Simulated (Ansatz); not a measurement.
Relaxed-ion elastic tensor of ZrCu$_{5}$ in space group F-43m (No. 216; Zr on 4a, Cu on 4d, Cu on 16e) in GPa (Voigt order), DFT-PBEsol in the program Ansatz with PAW potentials; density 8.68 g/cm³, 13.04 Å³ per atom.

```tsv
	1	2	3	4	5	6
1	238	120	120	0.0	0.0	0.0
2	120	238	120	0.0	0.0	0.0
3	120	120	238	0.0	0.0	0.0
4	0.0	0.0	0.0	76.7	0.0	0.0
5	0.0	0.0	0.0	0.0	76.7	0.0
6	0.0	0.0	0.0	0.0	0.0	76.7
```

Question: Is the crystal mechanically stable?

Answer: Yes: the smallest eigenvalue of C is 76.7 GPa.

Question: Work out the Voigt, Reuss and Hill averages.

Answer: K_V = 159, K_R = 159, K_H = 159; G_V = 69.5, G_R = 68.3, G_H = 68.9 GPa.

Question: Give Young's modulus, Poisson's ratio, Pugh's ratio and the universal anisotropy index.

Answer: E = 9KG/(3K + G) = 181 GPa; ν = 0.31; K/G = 2.31 (ductile by the Pugh limit of 1.75); A_U = 5G_V/G_R + K_V/K_R − 6 = 0.09.

Question: Estimate the sound speeds and the Debye temperature.

Answer: v_l = √((K + 4G/3)/ρ) = 5380 m/s, v_t = √(G/ρ) = 2820 m/s, mean 3150 m/s; Θ = (h/k)(3n/4πV)^(1/3) v_m = 399 K.

Question: Give the Zener ratio and Young's modulus along [100], [110] and [111].

Answer: A = 2C44/(C11 − C12) = 1.31; 1/E = S11 − 2(S11 − S12 − S44/2)Γ with Γ = 0, 1/4, 1/3 gives 157, 186, 198 GPa.

Question: Solve the Christoffel equation for the three sound speeds along [100], [110], [111].

Answer: Eigenvalues of C_ijkl n_j n_l equal ρv². In km/s, slowest first: [100] 2.97, 2.97, 5.23; [110] 2.60, 2.97, 5.43; [111] 2.73, 2.73, 5.49.

The workflow started from a Materials Project entry (that database holds measured and hypothetical structures alike); the Crystallography Open Database files this formula in space group No. 216, but the cells were not matched. Its standing as an ambient phase is unchecked. The PBEsol relaxation kept the symmetry of its start; whether a distortion lowers the energy is not shown. The run is not spin-polarised. As this level gives no gap, shear constants depend on the k-mesh and smearing (Fermi–Dirac, 0.1 eV here).

Potentials: the later of the program's two PAW sets.
